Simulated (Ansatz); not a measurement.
KZnF$_{3}$ (cubic perovskite)

```
KZnF3
1.0
    4.12746     0.00000     0.00000
    0.00000     4.12746     0.00000
    0.00000     0.00000     4.12746
K Zn F
1 1 3
Direct
  0.00000   0.00000   0.00000
  0.50000   0.50000   0.50000
  0.00000   0.50000   0.50000
  0.50000   0.00000   0.50000
  0.50000   0.50000   0.00000
```

The slice is a {100} plane (indices of the conventional cell) through the point (0.500, 0.500, 0.500) (fractional), spanned by u = [100] and v = [010] in vectors of this cell: u (4.13 Å) and v (4.13 Å, at 90° to u). It covers one period; positions are fractions (u, v).

All values below come from PBE (plane waves to 420 eV, PAW, scalar-relativistic; Ansatz, a program for electronic structure). k mesh 8×8×8. Inside the PAW spheres the values are not all-electron values, and peaks at nuclei hang on which shells count as valence. KZnF3 was relaxed with its symmetry unable to fall.

**Question.** What is the valence density on the shortest Zn–F line in this plane (2.06 Å), at its midpoint?

**Answer.** 0.41 e/Å³.

**Question.** What is the ELF at the midpoint of the shortest Zn–F line in this plane (2.06 Å)?

**Answer.** 0.12.

**Question.** Predict the map of the electron localisation function (ELF) on the slice.

**Answer.** 
```
|xxxx    ....++@@@@xxxxxx@@@@++....    xx|
|      ......==%%@@@@@@@@@@%%==......    |
|    ........--##@@@@@@@@@@##--........  |
|........    ..==##%%%%%%##==..    ......|
|........      ..==++**++==..      ......|
|**++==--..      ..::::::..      ..--==++|
|@@@@%%##==..                  ..==##%%@@|
|@@@@@@@@##==..              ..==##@@@@@@|
|xxxx@@@@%%++::              ::++%%@@@@xx|
|xxxx@@@@%%**::              ::**%%@@@@xx|
|xxxx@@@@%%++::              ::++%%@@@@xx|
|@@@@@@@@##==..              ..==##@@@@@@|
|@@@@%%##==..                  ..==##%%@@|
|**++==--..      ..::::::..      ..--==++|
|........      ..==++**++==..      ......|
|........    ..==##%%%%%%##==..    ......|
|    ........--##@@@@@@@@@@##--........  |
|      ......==%%@@@@@@@@@@%%==......    |
|xxxx    ....++@@@@xxxxxx@@@@++....    xx|
|xxxx    ....**@@@@xxxxxx@@@@**....    xx|
```
Scale: ten equal steps from 0.00 (start of ' ') to 0.82 (end of '@'), in the order ' .:-=+*#%@'. Values: electron localisation function (ELF). The map has 20 points along u (two characters each, u = 0 at the left) and 20 along v (v = 0 in the bottom row). Points within 0.4 Å of a nucleus are blanked (x), as the pseudised field means little there.
